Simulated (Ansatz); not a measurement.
(010) slab cut from the bulk of TiSi$_{2}$, Fddd (No. 70); the slab's formula is TiSi2:

```yaml
crystal:
  lattice:
    - [4.78069, 0.00000, 0.00000]
    - [-2.39034, 4.25811, 0.00000]
    - [0.00000, 0.00000, 26.72776]
  atoms:
    - { symbol: Si, position: [0.00000, 0.00000, 0.28061] }
    - { symbol: Ti, position: [0.50000, 0.50000, 0.30750] }
    - { symbol: Si, position: [0.50000, 0.00000, 0.33440] }
    - { symbol: Si, position: [0.00000, 0.50000, 0.35761] }
    - { symbol: Ti, position: [0.00000, 0.00000, 0.38450] }
    - { symbol: Si, position: [0.50000, 0.50000, 0.41140] }
    - { symbol: Si, position: [0.50000, 0.00000, 0.43460] }
    - { symbol: Ti, position: [0.00000, 0.50000, 0.46150] }
    - { symbol: Si, position: [0.00000, 0.00000, 0.48840] }
    - { symbol: Si, position: [0.50000, 0.50000, 0.51160] }
    - { symbol: Ti, position: [0.50000, 0.00000, 0.53850] }
    - { symbol: Si, position: [0.00000, 0.50000, 0.56540] }
    - { symbol: Si, position: [0.00000, 0.00000, 0.58860] }
    - { symbol: Ti, position: [0.50000, 0.50000, 0.61550] }
    - { symbol: Si, position: [0.50000, 0.00000, 0.64239] }
    - { symbol: Si, position: [0.00000, 0.50000, 0.66560] }
    - { symbol: Ti, position: [0.00000, 0.00000, 0.69250] }
    - { symbol: Si, position: [0.50000, 0.50000, 0.71939] }
```

These are results of Ansatz 0.2.0, DFT r2SCAN, scalar-relativistic, plane waves, PAW, not measurements. Settings: cutoff 500 eV, Γ-centred mesh 8×8×1 on the computed 18-atom cell, Gaussian smearing of 0.10 eV; no spin polarisation. A dipole correction removes the field between periodic images along c.

Question: What forces act on the atoms?

Answer:
```tsv
atom	Fx (eV/Å)	Fy (eV/Å)	Fz (eV/Å)
Si1	0.000	0.000	0.684
Ti2	0.000	0.000	0.311
Si3	0.000	0.000	-0.280
Si4	0.000	0.000	-0.642
Ti5	0.000	0.000	0.270
Si6	0.000	0.000	-0.034
Si7	0.000	0.000	-0.159
Ti8	0.000	0.000	-0.325
Si9	0.000	0.000	-0.109
Si10	0.000	0.000	0.109
Ti11	0.000	0.000	0.325
Si12	0.000	0.000	0.159
Si13	0.000	0.000	0.034
Ti14	0.000	0.000	-0.270
Si15	0.000	0.000	0.642
Si16	0.000	0.000	0.280
Ti17	0.000	0.000	-0.311
Si18	0.000	0.000	-0.684
```

Cost: 1 run of about 6.5 core-minutes, on AMD EPYC 7R43 (Zen 3) (shared hosts).